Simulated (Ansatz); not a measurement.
Consider the following.

ZnInNO:
Space group P3m1 (No. 156); a = 3.439 Å, b = 3.439 Å, c = 5.398 Å, α = 90.00°, β = 90.00°, γ = 120.00°

```csv
atom,site,symmetry,x,y,z
In,1b,3m.,0.3333,0.6667,0.5102
Zn,1c,3m.,0.6667,0.3333,0.9967
O,1b,3m.,0.3333,0.6667,0.1110
N,1c,3m.,0.6667,0.3333,0.6320
```

This is the PBEsol-relaxed structure.

Q: All from DFT-PBEsol in the program Ansatz with PAW potentials, unless another level is named. Predict the bulk modulus (Birch–Murnaghan fit).

A: 1330 kbar.

Q: Next, the highest zone-centre frequency?

A: 555 cm⁻¹.

The start of the workflow was typed in or built on a structure type; neither database checked (COD, Materials Project) lists it. Whether it is the stable phase at ambient conditions was not checked. The PBEsol relaxation kept the symmetry of its start; whether a distortion lowers the energy is not shown. As this level gives no gap, phonon frequencies hold no LO–TO term and depend on the k-mesh and smearing (Fermi–Dirac, 0.1 eV here).

Potentials: the earlier of the program's two PAW sets. The files were generated under PBE; for other functionals the program regenerates the frozen cores, and for LDA and PBEsol the local potential too.
